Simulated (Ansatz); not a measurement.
YTi2Ga4 in space group I4/mmm (No. 139; Y on 2a, Ga on 8h, Ti on 4d) at seven volumes, r²SCAN (plane waves, PAW; program Ansatz), shape and atoms relaxed at each. One row is withheld.

```
V (Å³/atom)  P (GPa)
-----------  -------
15.978         11.94
16.505          7.33
17.032          3.39
17.558          0.00
18.085             ?
18.612         -5.36
19.139         -7.47
```

**Question.** Fit the shown pressures and predict the withheld one.

**Answer.** P = (3/2)B₀(x^(7/2) − x^(5/2))[1 + (3/4)(B′ − 4)(x − 1)] with x = (V₀/V)^(2/3). Least squares on the six rows gives V₀ = 17.560 Å³/atom, B₀ = 104 GPa, B′ = 4.17. At V = 18.085, x = 0.9806 and P = -2.88 GPa. The run itself gave -2.89 GPa.

The workflow started from an entry of the Crystallography Open Database (COD). Whether it is the stable phase at ambient conditions was not checked. The r²SCAN relaxation kept the symmetry of its start; its stability against distortions is not shown here. The run is not spin-polarised.

Potentials: the later of the program's two PAW sets.
